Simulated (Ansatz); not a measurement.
One crystal and one scan (frozen-phonon scan) at two levels, PBE (plane waves to 420 eV, PAW, scalar-relativistic; Ansatz, an electronic-structure program) and r2SCAN (plane waves to 500 eV, PAW, scalar-relativistic; Ansatz), each from its own relaxed cell and on its own mesh.

The crystal is HfC (rock salt); a phonon pattern at X = (0.5, 0.5, 0.0) is frozen into a 4-atom cell, Q being the largest atomic displacement.

HfC is run without spin polarisation. HfC was relaxed with its symmetry unable to fall. Spin-orbit coupling is left out, though Hf is heavy. With partly filled bands, energies and forces of such displacements shift with the k mesh and the smearing. Both scans cover Q from -0.100 to 0.100 Å.

```
quantity                                                                                  run 1  run 2
----------------------------------------------------------------------------------------  -----  -----
Lattice constant a (Å)                                                                    4.641  4.652
Energy at Q = 0.100 Å (meV/cell)                                                            154    145
Harmonic wavenumber from the curvature (finite differences) (cm⁻¹ (negative: imaginary))    589    571
```

### Question
Which run is which level?

### Answer
Run 2 is PBE, run 1 is r2SCAN. PBE gives the higher value for: lattice constant a. PBE gives the lower value for: energy at Q = 0.100 Å; harmonic wavenumber from the curvature. Both give the same space group of the distorted cell: P4/nmm (No. 129), lowered from Fm-3m.

(For displaced atoms, the force is minus the slope of the energy, and its curvature is a force constant, which sets phonon frequencies.)
